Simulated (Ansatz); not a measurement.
This guess for NbTe8Mo3 is about to be relaxed.

```xyz
12
Lattice="3.6937 0.0000 0.0000 -1.8469 3.1989 0.0000 0.0000 0.0000 29.3414" Properties=species:S:1:pos:R:3 pbc="T T T"
Nb    1.8469    1.0663    0.0000
Te    0.0000    2.1326   27.4489
Te    0.0000    2.1326   12.7782
Te    1.8469    1.0663   20.1135
Te    1.8469    1.0663    5.4428
Te    0.0000    2.1326    1.8925
Te    0.0000    2.1326   16.5632
Te    1.8469    1.0663   23.8986
Te    1.8469    1.0663    9.2279
Mo    0.0000    2.1326   22.0061
Mo    0.0000    2.1326    7.3354
Mo    1.8469    1.0663   14.6707
```

These are results of DFT PBE, scalar-relativistic, plane waves, PAW in Ansatz, not measurements. Cutoff 420 eV, Gaussian smearing, Γ-centred meshes. Cell and atoms relax first on a coarse mesh and then on a finer one. In between, the cell is made exact in the group found at 0.06 Å. In metals the finer mesh still leaves noise of several meV/atom or more. The steps can't lower the symmetry of their start. Collinear spin is switched on along the way, since trial moments persisted in a coarse test.

A guess keeps its type if space group and coordination stay and the shape of the cell changes little (axis ratios within about 15 %, angles within 6°); the volume may change.

Problem. Does this structure survive the relaxation?

Solution. It keeps its type. The symmetry stays P-6m2 (No. 187). The volume per atom shrinks by 3.4 %, from 28.9 to 27.9 Å³. The shortest distance goes from 2.85 Å (Nb–Te and Te–Mo) to 2.74 Å (Te–Mo). The ratio c/a of the conventional cell changes by a factor of 1.05. Counting neighbours within 15 % of an atom's shortest distance, the start has Mo 6, Nb 6, Te 3 and the end Mo 6, Nb 6, Te 3.

The last run used collinear spin, a 12×12×2 mesh (in the run's order of axes) for its 12-atom cell and Gaussian smearing of 0.10 eV. No dispersion correction is applied, so the spacing and binding between layers, chains or molecules are poorly described. These runs have no spin–orbit coupling, which can matter for Te. A later test with randomly moved atoms came back to the same energy, though modes that don't fit the test's cell weren't probed.
